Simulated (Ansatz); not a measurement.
MnIn3Sn, a known structure type with other elements, at an estimated volume

```
Mn Sn In
1.0
     0.00000   -3.67026    5.35467
     3.03019   -2.07093   -5.35467
     3.92373    2.07093    5.35467
Mn Sn In
2 2 6
Direct
  0.63830 0.36170 0.08510
  0.36170 0.63830 0.91490
  0.84880 0.15120 0.45360
  0.15120 0.84880 0.54640
  0.04000 0.55700 0.74400
  0.44300 0.22700 0.74400
  0.77300 0.96000 0.74400
  0.96000 0.44300 0.25600
  0.55700 0.77300 0.25600
  0.22700 0.04000 0.25600
```

Method: r2SCAN, no spin polarisation; PAW, plane waves to 500 eV, 6×6×6 Γ-centred mesh, fermi-dirac occupations (width 0.1 eV) (Ansatz 0.2.0), atoms fixed.

**Stress.** The pressure is 24.8 GPa (compression positive), so with the atoms held at these fractions the cell would first expand; the forces are large, so a full relaxation may end otherwise. The principal stresses 20.6, 26.9, 26.9 GPa differ, so its shape would change too.
**Contacts.** Sn–In at 2.48 Å: least valence density 0.52 e/Å³ and ELF 0.41 there. Mn–In at 2.58 Å: least valence density 0.37 e/Å³ and ELF 0.39 there. These are pseudo-fields; inside the PAW spheres they differ from the all-electron ones.
**Electronic structure.** It is a metal, with about 14 states/eV a cell as the mean within 0.25 eV of the Fermi level, mostly Mn d (78 %).
**Forces.** The largest is on In5 (and as large on other atoms): 4.44 eV/Å, components (2.50, 0.92, 3.56). It makes 138° with the line to a nearest neighbour, Sn4 at 2.48 Å, pointing away from it.

Origin: a known structure type with other elements, at an estimated volume, so it need not be a known compound. Caveats: no spin polarisation, so a magnetic state may lie lower; atoms or cell far from equilibrium.
